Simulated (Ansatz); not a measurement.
## What a trial cell of Sc₂Al relaxes into

Level of theory: Ansatz, DFT r2SCAN, scalar-relativistic, plane waves, PAW. Cutoff 500 eV, Γ-centred k mesh, Gaussian smearing, no spin polarisation in the final step.

The start puts Sc₂Al on the CaCl2 structure type (Pnnm, No. 58), with Al in place of Ca, Sc in place of Cl, at a guessed volume.

```yaml
crystal:
  lattice:
    - [5.74062, 0.00000, 0.00000]
    - [0.00000, 5.91541, 0.00000]
    - [0.00000, 0.00000, 3.86388]
  atoms:
    - { symbol: Sc, position: [0.22500, 0.82500, 0.50000] }
    - { symbol: Sc, position: [0.72500, 0.67500, 0.00000] }
    - { symbol: Sc, position: [0.77500, 0.17500, 0.50000] }
    - { symbol: Sc, position: [0.27500, 0.32500, 0.00000] }
    - { symbol: Al, position: [0.50000, 0.50000, 0.50000] }
    - { symbol: Al, position: [0.00000, 0.00000, 0.00000] }
```

Steps on the 4×4×4 mesh (6 atoms). 12 of 17 steps are shown, and the free energy counts from the last. Trial steps that were taken back and renewals of the plane-wave basis can be among the rows.

```csv
step,ΔF (meV/atom),V (Å³/atom),P (GPa),largest force component (eV/Å)
1,650.2,21.87,18.29,0.459
2,415.0,24.89,6.32,0.277
4,296.0,26.95,-1.72,0.073
5,237.0,26.66,-2.61,0.182
7,137.5,24.46,-0.35,0.109
8,101.1,23.52,0.56,0.249
10,52.6,23.22,0.36,0.678
11,18.0,22.62,0.73,0.084
13,8.9,22.85,-0.01,0.024
14,8.5,22.89,0.01,0.001
16,0.0,22.95,0.07,0.001
17,0.0,22.95,0.07,0.001
```

Steps on the 6×6×6 mesh (3 atoms). 4 of 4 steps are shown, and the free energy counts from the last.

```csv
step,ΔF (meV/atom),V (Å³/atom),P (GPa),largest force component (eV/Å)
1,4.7,22.95,0.11,0.084
2,0.9,22.93,0.11,0.087
3,0.0,22.88,0.00,0.023
4,0.0,22.88,0.00,0.023
```

A final relaxation ran on a 16×16×16 mesh. The relaxed crystal, Immm (No. 71):

Space group Immm (No. 71). a = 3.329 Å, b = 5.180 Å, c = 7.969 Å, α = 90.00°, β = 90.00°, γ = 90.00°
```tsv
atom	site	symmetry	x	y	z
Sc	4j	mm2	0.0000	0.5000	0.2006
Al	2a	mmm	0.0000	0.0000	0.0000
```

For Sc₂Al, the volume per atom is 22.90 Å³ and the density is 2.83 g/cm³. The gap on the 16×16×16 mesh is 0 eV (a metal).

The final run used a 16×16×16 mesh on its 3-atom cell and 0.10 eV smearing.

A structure relaxed within its symmetry needn't be a true minimum.

Cost: 4 runs of about 15 core-minutes in all, on Arm Neoverse V1 (shared hosts).